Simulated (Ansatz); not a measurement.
A geometry of Br away from equilibrium: the start of the relaxation of a generated cell, Br built in the AFLOW prototype A_mP4_4_2a (as in Te). Method: r2SCAN (plane waves to 500 eV, PAW, scalar-relativistic; Ansatz, a first-principles code). Γ-centred k-mesh 8×3×5 on the run's cell (coarser than for final values), Fermi–Dirac smearing 0.05 eV.

```xyz
4
Lattice="3.0539 0.0000 0.0000 0.0000 7.3918 0.0000 -0.2214 0.0000 4.6780" Properties=species:S:1:pos:R:3 pbc="T T T"
Br     0.6572     5.3960     2.2454
Br     2.1753     1.7001     2.4325
Br     1.4615     3.6959     0.0936
Br     1.3710     0.0000     4.5844
```

What forces act on the atoms (eV/Å)?


| atom | Fx | Fy | Fz |
|---|---|---|---|
| Br1 | 0.31 | 0.22 | -0.11 |
| Br2 | -0.31 | 0.22 | 0.11 |
| Br3 | 0.02 | -0.22 | 0.12 |
| Br4 | -0.02 | -0.22 | -0.12 |

What is the pressure?

+2.4 GPa, compression positive.

No spin polarisation in the result. No dispersion correction is included, so spacings between layers, chains or molecules are soft and tend to come out too large.

The run could not lose the symmetry of its start; a randomly shaken copy of 8 atoms returns to this structure.

The end of the path is a generated cell of Br: the first start was made by placing the elements on the sites of a structure type, and the end was not matched to a known phase here, so it may be hypothetical. Known forms of Br include space group No. 64.
